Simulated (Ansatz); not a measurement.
Crystals of one structure type (Cu3Au type) and one family of elements, relaxed and computed with DFT-PBEsol in the program Ansatz with PAW potentials.

```json
[
 {"crystal": "ScGa3", "V (Å³/atom)": "16.59", "B₀ by P(V) fit (GPa)": "83.5"},
 {"crystal": "ScAl3", "V (Å³/atom)": "16.87", "B₀ by P(V) fit (GPa)": "91.4"},
 {"crystal": "YAl3", "V (Å³/atom)": "18.77", "B₀ by P(V) fit (GPa)": "?"},
 {"crystal": "YTl3", "V (Å³/atom)": "25.58", "B₀ by P(V) fit (GPa)": "56.3"},
 {"crystal": "La3In", "V (Å³/atom)": "30.63", "B₀ by P(V) fit (GPa)": "43.6"}
]
```

Fit a straight line to ln B₀ against ln V and predict the withheld value.

Least squares on the 4 shown rows: ln B₀ = -1.12 × ln V + (7.630), with a scatter of 4.4 %. For YAl3 this gives 77.2. The run itself gave 81.2, a miss of 4.9 % of that.

Standing as an ambient phase not checked: ScGa3, Cu3Au type; YAl3, Cu3Au type; YTl3, Cu3Au type; La3In, Cu3Au type. All cells were relaxed under the symmetry of their starts (and spin orders); stability against distortions was not tested throughout. Rows with no word on spin ran without spin polarisation. Scalar-relativistic: spin–orbit coupling is off unless named, which matters more the heavier the elements.

Potentials: the later of the program's two PAW sets.
